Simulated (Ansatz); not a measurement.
BaCSNCl:
```yaml
crystal:
  lattice:
    - [5.81132, 0.00000, 0.00000]
    - [0.00000, 4.57441, 0.00000]
    - [-1.34636, 0.00000, 8.47451]
  atoms:
    - { symbol: Ba, position: [0.78914, 0.75000, 0.69868] }
    - { symbol: Ba, position: [0.21086, 0.25000, 0.30132] }
    - { symbol: C, position: [0.39287, 0.25000, 0.84619] }
    - { symbol: C, position: [0.60713, 0.75000, 0.15381] }
    - { symbol: S, position: [0.86605, 0.75000, 0.10282] }
    - { symbol: S, position: [0.13395, 0.25000, 0.89718] }
    - { symbol: N, position: [0.58108, 0.25000, 0.80976] }
    - { symbol: N, position: [0.41892, 0.75000, 0.19024] }
    - { symbol: Cl, position: [0.74794, 0.25000, 0.44856] }
    - { symbol: Cl, position: [0.25206, 0.75000, 0.55144] }
```

DFT-PBEsol in the program Ansatz with PAW potentials gives a gap of 3.90 eV without spin–orbit coupling, maximum at Y2, minimum on the Γ–Z line, 46 % of the way from Γ.

Question: What happens when spin–orbit coupling is switched on?

Answer: The gap drops by 0.01 eV, to 3.89 eV; maximum at Y2, minimum on the Γ–Z line, 46 % of the way from Γ.

Question: Give the electron effective mass with spin–orbit coupling.

Answer: 0.85, 0.98, 1.9 mₑ (principal values).

Question: Give the hole effective mass with spin–orbit coupling.

Answer: 1.3, 1.5, 9.7 mₑ (principal values).

Space group P2_1/m. The workflow started from a Materials Project entry (that database holds measured and hypothetical structures alike); the Crystallography Open Database files this formula in space group No. 11, but the cells were not matched. Whether it is the stable phase at ambient conditions was not checked. Symmetry was held in the PBEsol relaxation; whether a distortion lowers the energy is not shown.

Potentials: the later of the program's two PAW sets.
